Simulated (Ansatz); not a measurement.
Rough cost of magnetic runs on MnO₂ (P-3m1) in Ansatz 0.2.0, 2 threads of Arm Neoverse V2, on a shared host.

```
CELL_PARAMETERS angstrom
2.85658 0.00000 0.00000
-1.42829 2.47387 0.00000
0.00000 0.00000 4.60137
ATOMIC_POSITIONS crystal
Mn 0.00000 0.00000 0.50000
O 0.66667 0.33333 0.29371
O 0.33333 0.66667 0.70629
```

| run | functional, mesh | k points solved | bands | iterations | wall time (s) | peak memory (GiB) |
| --- | --- | --- | --- | --- | --- | --- |
| PAW: U = 3 eV on Mn d | LDA, 11×11×6 | 84 | 20 | 15 | 5.9 | 0.39 |
| LAPW: U = 7 eV on Mn d | LDA, 11×11×6 | 84 | 25 | 21 | 56 | 0.76 |
| LAPW: U = 3 eV on Mn d | LDA, 11×11×6 | 84 | 25 | 15 | 44 | 0.77 |
| LAPW: U = 1.5 eV on Mn d | LDA, 11×11×6 | 84 | 25 | 14 | 41 | 0.77 |
| LAPW: U = 4.5 eV on Mn d | LDA, 11×11×6 | 84 | 25 | 17 | 48 | 0.77 |
| PAW: U = 7 eV on Mn d | LDA, 11×11×6 | 84 | 20 | 14 | 6.6 | 0.4 |
| PAW: U = 5.4, J = 0.9 eV on Mn d | LDA, 11×11×6 | 84 | 20 | 14 | 5.3 | 0.39 |
| PAW: U = 1.5 eV on Mn d | LDA, 11×11×6 | 84 | 20 | 14 | 5.5 | 0.39 |
| PAW: no U | LDA, 11×11×6 | 84 | 20 | 11 | 4 | 0.37 |

(1) Roughly how much dearer is an iteration by LAPW than by PAW among the runs with the first row's mesh and spin treatment (collinear)?

Runs with the default search for lower states can spend part of their time in further cycles.

## Answers

(1) About 7 times (medians of wall time over iterations; times from a shared host are rough).
